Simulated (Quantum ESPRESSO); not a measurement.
NaLi₃H₄, space group Pm-3m (No. 221):

```xyz
8
Lattice="4.2683 0.0000 0.0000 0.0000 4.2683 0.0000 0.0000 0.0000 4.2683" Properties=species:S:1:pos:R:3 pbc="T T T"
Na     0.0000     0.0000     0.0000
H      2.1342     0.0000     0.0000
Li     0.0000     2.1342     2.1342
H      2.1342     2.1342     2.1342
Li     2.1342     0.0000     2.1342
H      0.0000     0.0000     2.1342
Li     2.1342     2.1342     0.0000
H      0.0000     2.1342     0.0000
```
The cell was made here from a computed Materials Project entry: one of 4 Li replaced by Na, cell and atoms relaxed (PBE without dispersion, pw.x of a modified build of Quantum ESPRESSO, symmetry kept). The parent is LiH in Fm-3m. The swapped cell is a model, not a known phase. Stability against distortions was not tested.

```
site  Wyckoff letter  site symmetry
----  --------------  -------------
Na                 a           m-3m
H1                 d          4/mmm
Li                 c          4/mmm
H2                 b           m-3m
```

Cores are frozen.

**Question.** Where does symmetry force the field gradient to vanish or to be axial, and what does PBE PAW (JTH datasets; density from pw.x of Quantum ESPRESSO, gradients reconstructed from it by a script) give?

**Answer.** 
```tsv
site	by symmetry	Vzz (a.u.)	η_Q
Na	vanishes (cubic site)	0	–
H1	axial, η = 0 (an axis of order 3 or more)	under 0.02	–
Li	axial, η = 0 (an axis of order 3 or more)	under 0.02	–
H2	vanishes (cubic site)	0	–
```
